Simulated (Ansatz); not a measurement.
CuI:
```xyz
6
Lattice="4.2188 0.0000 0.0000 -2.1094 3.6536 0.0000 0.0000 0.0000 9.7611" Properties=species:S:1:pos:R:3 pbc="T T T"
Cu     2.1094     0.0000     0.0000
Cu    -1.0547     1.8268     3.2537
Cu     1.0547     1.8268     6.5074
I      2.1094     0.0000     4.8806
I     -1.0547     1.8268     8.1343
I      1.0547     1.8268     1.6269
```

Relaxed with r²SCAN.

Task: Give the Bader charges and basin volumes of the independent atoms, plane-wave PAW r²SCAN (Ansatz code).

Result: 

```
atom  Bader charge (e)  Bader volume (Å³)
----  ----------------  -----------------
Cu1              +0.40               16.0
I4               -0.40               34.1
```

Space group P6_422. The start of the workflow was typed in or built on a structure type; neither database checked (COD, Materials Project) lists it. It is not the phase usual at ambient conditions (space group No. 216). The cell was relaxed with r²SCAN under the symmetry of its start; its stability against distortions is not shown here. The workflow began spin-polarised and lost its moments. Spin–orbit coupling is left out wherever it is not named.

Potentials: the later of the program's two PAW sets.
